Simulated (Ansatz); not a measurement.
# DFT+U series on Ni3Pt (Pm-3m)

Geometry: a structure from the Materials Project; nothing is relaxed.

The runs share LDA, 9×9×9 k mesh, Fermi–Dirac smearing of 0.05 eV. PAW means Ansatz 0.2.0 on its default frozen-core files; LAPW is all-electron LAPW in Ansatz 0.2.0. Site moments are integrated in spheres about the atoms, whose radii differ between the methods.

The first input and its command:

```yaml
crystal:
  lattice:
    - [3.62456679, 0.0, 0.0]
    - [0.0, 3.62456679, 0.0]
    - [0.0, 0.0, 3.62456679]
  atoms:
    - { symbol: Ni, position: [0.5, 0.0, 0.5], spin: 1.5 }
    - { symbol: Ni, position: [0.0, 0.5, 0.5], spin: 1.5 }
    - { symbol: Ni, position: [0.5, 0.5, 0.0], spin: 1.5 }
    - { symbol: Pt, position: [0.0, 0.0, 0.0], spin: 0.6 }
magnetization:
  spin_polarized: true
kpoints:
  mp_grid: { grid: [9, 9, 9] }
scf:
  occupations: { method: fermi_dirac, width: 0.05 }
hamiltonian:
  xc: lda
  pseudopotentials: { kind: paw }
output:
  forces: true
  stress: true
  eigenvalues: true
  hubbard: { sites: [{ species: Ni, l: d }, { species: Pt, l: d }] }
  populations: true
  write_density: true
  write_potential: true
  elf: true
  volumetric_format: npy
```

Command: `ansatz run input.yaml --threads 2 --pin off --max-ram 6144MiB --backend cpu --events-out ev --progress --plain --runs-dir out`

The input for «U = 3 eV on Ni d and Pt d» by LAPW differs from it in these lines, output keys apart:

```diff
-  pseudopotentials: { kind: paw }
+  pseudopotentials: { kind: all_electron, lapw: { basis_error: 0.001 } }
+  hubbard:
+    sites: [{ species: Ni, l: d, u_eff: 3 }, { species: Pt, l: d, u_eff: 3 }]
```

U is Dudarev's effective value on Löwdin-orthogonalised free-atom orbitals with fully localised double counting, unless a row says otherwise (a row with U and J takes Liechtenstein's form); the search for lower states is left at its default. Gaps are Kohn–Sham gaps on the k mesh over both spins.

Without U, PAW counts the shell on its file's own orbitals, so that entry can be offset from the others.

| run | largest site moment PAW (μB) | largest site moment LAPW (μB) | gap PAW (eV) | gap LAPW (eV) | Ni d electrons PAW | electrons LAPW | P PAW (GPa) | P LAPW (GPa) |
| --- | --- | --- | --- | --- | --- | --- | --- | --- |
| no U | 0.67 | 0.66 | metal | metal | 8.82 | 8.79 | -11.7 | -11.7 |
| U = 3 eV on Ni d and Pt d | 0.77 | 0.76 | metal | metal | 8.84 | 8.84 | -8.8 | -8.6 |
| U = 6 eV on Ni d and Pt d | 0.98 | 0.99 | metal | metal | 8.76 | 8.79 | 10.6 | 10.1 |

Task: Give the eigenvalues of the occupation matrix of Ni1 d for «U = 3 eV on Ni d and Pt d» by PAW.

Result: Majority spin: 0.95, 0.96, 0.96, 0.96, 0.98. Minority spin: 0.54, 0.79, 0.84, 0.92, 0.95.

The PAW files were made with PBE; the program remakes their cores once for the run's functional and then keeps them frozen. Spin–orbit coupling is left out although heavy atoms are present. In at least one run the program's final test of stability wasn't made or came to no verdict. These are results for the start and cell typed. The real compound can order otherwise, in a larger cell, or not at all, since semilocal functionals at zero temperature often overstate magnetism. Left out because it didn't converge or finish: PAW, U = 8 eV on Ni d.
